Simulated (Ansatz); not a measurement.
Starting cell, CsSnI3 (cubic perovskite):

```
CELL_PARAMETERS angstrom
      6.22445     0.00000     0.00000
      0.00000     6.22445     0.00000
      0.00000     0.00000     6.22445
ATOMIC_POSITIONS crystal
  Cs 0.00000 0.00000 0.00000
  Sn 0.50000 0.50000 0.50000
  I  0.00000 0.50000 0.50000
  I  0.50000 0.50000 0.00000
  I  0.50000 0.00000 0.50000
```

In this cell atom 1 (Cs, nearest neighbour I at 4.401 Å; its periodic images, 6.2 Å or more away, move with it) is moved by u·(1.000, 0.000, 0.000) + v·(0.000, 1.000, 0.000); the rest is frozen.

These are r2SCAN (plane waves to 500 eV, PAW, scalar-relativistic; Ansatz, a program for electronic structure) values and carry that method's errors. k mesh 5×5×5 (Γ-centred), Fermi-Dirac smearing 0.05 eV. Stress and pressure are positive under compression. On this mesh the relaxed cell isn't quite at rest: it carries a pressure of -0.1 GPa (compression positive) at the zero of the scan. CsSnI3 was relaxed with its symmetry unable to fall. Spin-orbit coupling is left out, though I is heavy. This is a high-temperature form of CsSnI3. 

Estimate the P (GPa) for all points of the grid u = -0.660, -0.440, -0.220, 0.000, 0.220, 0.440, 0.660 by v = -0.660, -0.440, -0.220, 0.000, 0.220, 0.440, 0.660.

P (GPa), with u across and v down:

| v \ u | -0.660 | -0.440 | -0.220 | 0.000 | 0.220 | 0.440 | 0.660 |
|---|---|---|---|---|---|---|---|
| -0.660 | 0.66 | 0.40 | 0.25 | 0.20 | 0.25 | 0.40 | 0.66 |
| -0.440 | 0.40 | 0.18 | 0.06 | 0.02 | 0.06 | 0.18 | 0.40 |
| -0.220 | 0.25 | 0.06 | -0.05 | -0.08 | -0.05 | 0.06 | 0.25 |
| 0.000 | 0.20 | 0.02 | -0.08 | -0.12 | -0.08 | 0.02 | 0.20 |
| 0.220 | 0.25 | 0.06 | -0.05 | -0.08 | -0.05 | 0.06 | 0.25 |
| 0.440 | 0.40 | 0.18 | 0.06 | 0.02 | 0.06 | 0.18 | 0.40 |
| 0.660 | 0.66 | 0.40 | 0.25 | 0.20 | 0.25 | 0.40 | 0.66 |

(A displaced cell: forces are minus the slopes of the energy, force constants its curvatures, and phonons follow from these.)
